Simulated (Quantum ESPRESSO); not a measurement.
Band energies of CsGeBr3

```
CELL_PARAMETERS angstrom
      5.53333     0.00000     0.00000
      0.00000     5.53333     0.00000
      0.00000     0.00000     5.53333
ATOMIC_POSITIONS crystal
  Ge 0.50000 0.50000 0.50000
  Br 0.50000 0.50000 0.00000
  Br 0.00000 0.50000 0.50000
  Br 0.50000 0.00000 0.50000
  Cs 0.00000 0.00000 0.00000
```

LDA (Quantum ESPRESSO, PseudoDojo norm-conserving, 78 Ry, scalar-relativistic); path ΓXMΓRX,MR; energies in eV from the valence-band maximum.

| k (1/Å) | point | band 18 | band 19 | band 20 | band 21 | band 22 | band 23 | band 24 | band 25 |
|---|---|---|---|---|---|---|---|---|---|
| 0.00 | Γ | -2.46 | -2.46 | -2.20 | -2.20 | -2.20 | 2.83 | 3.62 | 3.62 |
| 0.28 |  | -2.57 | -2.57 | -2.32 | -2.32 | -2.27 | 3.41 | 3.58 | 4.11 |
| 0.57 | X | -2.69 | -2.68 | -2.43 | -2.43 | -1.72 | 1.51 | 4.50 | 4.95 |
| 0.76 |  | -2.73 | -2.53 | -2.45 | -2.31 | -1.63 | 1.42 | 3.98 | 4.73 |
| 0.95 |  | -2.81 | -2.74 | -2.53 | -1.96 | -1.30 | 1.21 | 2.21 | 4.63 |
| 1.14 | M | -2.82 | -2.82 | -2.77 | -1.81 | -0.85 | 1.09 | 1.09 | 4.59 |
| 1.34 |  | -2.80 | -2.73 | -2.50 | -1.94 | -1.50 | 1.75 | 1.93 | 4.63 |
| 1.54 |  | -2.67 | -2.49 | -2.42 | -2.21 | -2.11 | 3.14 | 3.32 | 4.13 |
| 1.74 |  | -2.52 | -2.44 | -2.32 | -2.28 | -2.19 | 3.22 | 3.88 | 3.89 |
| 1.94 | Γ | -2.46 | -2.46 | -2.20 | -2.20 | -2.20 | 2.83 | 3.62 | 3.62 |
| 2.10 |  | -2.55 | -2.42 | -2.33 | -2.21 | -2.21 | 3.09 | 3.80 | 3.80 |
| 2.27 |  | -2.77 | -2.51 | -2.31 | -2.20 | -2.20 | 3.63 | 3.98 | 3.98 |
| 2.43 |  | -3.02 | -2.34 | -2.15 | -2.15 | -2.15 | 2.95 | 2.95 | 3.22 |
| 2.59 |  | -3.20 | -2.04 | -2.04 | -1.97 | -1.66 | 1.87 | 1.87 | 2.28 |
| 2.76 |  | -3.00 | -1.90 | -1.90 | -1.84 | -0.76 | 0.96 | 0.96 | 1.31 |
| 2.92 | R | -2.75 | -1.79 | -1.79 | -1.79 | 0.00 | 0.54 | 0.54 | 0.54 |
| 3.08 |  | -2.88 | -1.91 | -1.90 | -1.83 | -0.66 | 0.66 | 1.07 | 1.37 |
| 3.24 |  | -3.02 | -2.16 | -2.09 | -1.95 | -1.24 | 0.94 | 2.18 | 2.47 |
| 3.40 |  | -2.81 | -2.41 | -2.26 | -2.15 | -1.52 | 1.24 | 3.41 | 3.55 |
| 3.56 |  | -2.61 | -2.55 | -2.40 | -2.38 | -1.66 | 1.44 | 4.48 | 4.48 |
| 3.72 | X | -2.69 | -2.68 | -2.43 | -2.43 | -1.72 | 1.51 | 4.50 | 4.95 |
| 3.72 | M | -2.82 | -2.82 | -2.77 | -1.81 | -0.85 | 1.09 | 1.09 | 4.59 |
| 3.87 |  | -2.76 | -2.52 | -2.52 | -1.81 | -0.82 | 1.02 | 1.02 | 3.96 |
| 4.01 |  | -2.76 | -2.19 | -2.19 | -1.80 | -0.72 | 0.84 | 0.84 | 2.76 |
| 4.15 |  | -2.76 | -1.91 | -1.91 | -1.79 | -0.45 | 0.64 | 0.64 | 1.45 |
| 4.29 | R | -2.75 | -1.79 | -1.79 | -1.79 | 0.00 | 0.54 | 0.54 | 0.54 |

The LDA gap is direct, 0.54 eV at R.

Spin-orbit splittings are left out. The cell is held in this high symmetry; tilts and polar distortions were not searched.

Geometry of the Materials Project entry, not relaxed at this level.

The structure is a Materials Project entry; no match was found in the copy of COD used, and its stability was not checked.
